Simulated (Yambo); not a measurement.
Absorption of SiO2 (space group I-42d, No. 122) with and without the electron-hole interaction (Yambo, PBEsol bands; 6×6×6 mesh, 8 valence and 5 conduction bands, static screening with 49 bands and a 3 Ry block, scissor 2.99 eV, Tamm-Dancoff; field along x). Axes are Cartesian, with cell vectors (Å) (-2.48, 2.48, 3.66), (2.48, -2.48, 3.66), (2.48, 2.48, -3.66).

| E (eV) | Im ε, BSE | Im ε, independent quasiparticles |
|---|---|---|
| 6.70 | 0.04 | 0.01 |
| 6.80 | 0.05 | 0.01 |
| 6.90 | 0.05 | 0.01 |
| 7.00 | 0.06 | 0.01 |
| 7.10 | 0.06 | 0.01 |
| 7.20 | 0.07 | 0.01 |
| 7.30 | 0.07 | 0.01 |
| 7.40 | 0.08 | 0.01 |
| 7.50 | 0.09 | 0.02 |
| 7.60 | 0.10 | 0.02 |
| 7.70 | 0.11 | 0.02 |
| 7.80 | 0.13 | 0.02 |
| 7.90 | 0.15 | 0.02 |
| 8.00 | 0.17 | 0.02 |
| 8.10 | 0.20 | 0.02 |
| 8.20 | 0.24 | 0.02 |
| 8.30 | 0.29 | 0.02 |
| 8.40 | 0.37 | 0.02 |
| 8.50 | 0.48 | 0.02 |
| 8.60 | 0.66 | 0.03 |
| 8.70 | 0.96 | 0.03 |
| 8.80 | 1.50 | 0.03 |
| 8.90 | 2.43 | 0.03 |
| 9.00 | 3.78 | 0.03 |
| 9.10 | 5.84 | 0.04 |
| 9.20 | 6.69 | 0.04 |
| 9.30 | 5.17 | 0.04 |
| 9.40 | 3.18 | 0.05 |
| 9.50 | 2.12 | 0.05 |
| 9.60 | 1.65 | 0.06 |
| 9.70 | 1.67 | 0.06 |
| 9.80 | 2.17 | 0.07 |
| 9.90 | 2.58 | 0.08 |
| 10.00 | 2.15 | 0.09 |
| 10.10 | 1.71 | 0.11 |
| 10.20 | 1.63 | 0.12 |
| 10.30 | 1.76 | 0.15 |
| 10.40 | 1.75 | 0.20 |
| 10.50 | 1.83 | 0.26 |
| 10.60 | 1.77 | 0.30 |
| 10.70 | 1.60 | 0.33 |
| 10.80 | 1.35 | 0.43 |
| 10.90 | 1.29 | 0.62 |
| 11.00 | 1.15 | 0.75 |
| 11.10 | 1.10 | 0.79 |
| 11.20 | 0.94 | 0.78 |
| 11.30 | 0.91 | 0.79 |
| 11.40 | 0.93 | 0.91 |
| 11.50 | 0.86 | 0.97 |
| 11.60 | 0.84 | 1.03 |
| 11.70 | 0.76 | 1.21 |
| 11.80 | 0.82 | 1.55 |
| 11.90 | 0.83 | 1.78 |
| 12.00 | 0.82 | 1.90 |
| 12.10 | 0.90 | 1.88 |
| 12.20 | 0.98 | 1.91 |
| 12.30 | 1.18 | 2.01 |
| 12.40 | 1.21 | 2.24 |
| 12.50 | 1.30 | 2.55 |
| 12.60 | 1.16 | 2.94 |
| 12.70 | 1.16 | 3.09 |
| 12.80 | 1.11 | 2.88 |
| 12.90 | 1.05 | 2.71 |
| 13.00 | 1.03 | 2.56 |
| 13.10 | 0.96 | 2.45 |
| 13.20 | 0.92 | 2.33 |
| 13.30 | 0.74 | 2.26 |
| 13.40 | 0.69 | 2.18 |
| 13.50 | 0.62 | 2.06 |
| 13.60 | 0.60 | 1.94 |

The scissor comes from a G0W0 run whose convergence isn't established. Broadening 0.15 eV. The band window holds all transitions up to 14.1 eV. Fine structure above the onset can come from the mesh.

Geometry of the Materials Project entry, not relaxed at this level; primitive cell a = 5.063 Å, b = 5.063 Å, c = 5.063 Å, α = 121.42°, β = 121.42°, γ = 87.56°.

This is not the ordinary phase of the substance; no match was found in the copy of COD used, and its stability was not checked.
